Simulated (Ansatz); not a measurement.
# Property card for FeCo

FeCo:
```yaml
crystal:
  lattice:
    - [0.00000, 2.79467, 2.79467]
    - [2.79467, 0.00000, 2.79467]
    - [2.79467, 2.79467, 0.00000]
  atoms:
    - { symbol: Fe, position: [0.25000, 0.25000, 0.25000] }
    - { symbol: Fe, position: [0.00000, 0.00000, 0.00000] }
    - { symbol: Co, position: [0.50000, 0.50000, 0.50000] }
    - { symbol: Co, position: [0.75000, 0.75000, 0.75000] }
```
The run is spin-polarised; directions of the spins, atom by atom: ↑ ↑ ↑ ↑.

Space group Fd-3m (No. 227); conventional cell a = b = c = 5.589 Å, α = β = γ = 90.00°.

Method: plane-wave PAW PBEsol (Ansatz code). The cell and atoms are relaxed at this level. Other levels are named where they apply.

Cell and energy:

- Volume per atom: 10.91 Å³
- Density: 8.73 g/cm³
- Formation energy from the elements (no fitted shifts): 0.028 eV/atom

Electronic structure:

- Electronic character: metallic (no gap)
- Density of states at the Fermi level: 1.1 states/eV per atom (mean over ±0.08 eV)

Magnetism:

Magnetic order: ferromagnetic
Net moment: 2.14 μB per atom

Mechanics:

- Bulk modulus (Birch–Murnaghan fit): 218 GPa
- Pressure derivative B′: 4.3

The cell is a constructed one: a structure type filled with these elements; neither database checked (COD, Materials Project) lists it. It is not the phase usual at ambient conditions (space group No. 221). The cell was relaxed with PBEsol under the symmetry of its start; whether a distortion lowers the energy is not shown. The final state is ferromagnetic, chosen from 5 collinear starts compared on coarse meshes (ties went to the first, and starts can fall back to one state), not a proven ground state. The references are the lowest solids computed at this level, not always the standard phases.

Potentials: the earlier of the program's two PAW sets. The files were generated under PBE; for other functionals the program regenerates the frozen cores, and for LDA and PBEsol the local potential too.
